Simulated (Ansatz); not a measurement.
Relaxing a structure of TiAl$_{3}$

The start is a generated cell, TiAl3 placed in the AFLOW prototype AB3_tP8_113_a_ce (D0_17, as in BaS3). A full variable-cell relaxation at zero pressure is run with PBEsol (plane waves to 420 eV, PAW, scalar-relativistic; Ansatz, a quantum-chemistry and plane-wave program). The first steps use a coarse 6×6×9 k-mesh.

The start:
```
TiAl3
1.0
    5.87850     0.00000     0.00000
    0.00000     5.87850     0.00000
    0.00000     0.00000     3.56603
Ti Al
2 6
Direct
  0.00000   0.00000   0.00000
  0.50000   0.50000   0.00000
  0.50000   0.00000   0.20600
  0.00000   0.50000   0.79400
  0.32030   0.17970   0.47600
  0.17970   0.67970   0.52400
  0.82030   0.32030   0.52400
  0.67970   0.82030   0.47600
```

Q: How much energy is released per atom?

A: About 2.5 eV/atom.

Q: How do the shortest distances between atoms change?

A: The closest pairs of elements (up to four, under 3.6 Å), start → end: Al–Al 1.78 → 2.79 Å; Al–Ti 2.75 → 2.79 Å; Ti–Ti 3.57 → 3.95 Å.

Q: Is the relaxed structure metallic? Give its gap.

A: No gap (metallic).

Final values are on a 12×12×12 k-mesh of the relaxed cell. The start holds a very short contact (Al–Al 1.78 Å). No spin polarisation in the result.

The run could not lose the symmetry of its start; a randomly shaken copy of 8 atoms returns to this structure.

The first start was generated by placing the elements on the sites of a structure type. Materials Project lists a structure of TiAl3 in the same space group, Pm-3m (No. 221); the sites were not compared with it, nor with measured phases. Known forms of TiAl3 include space group No. 139.
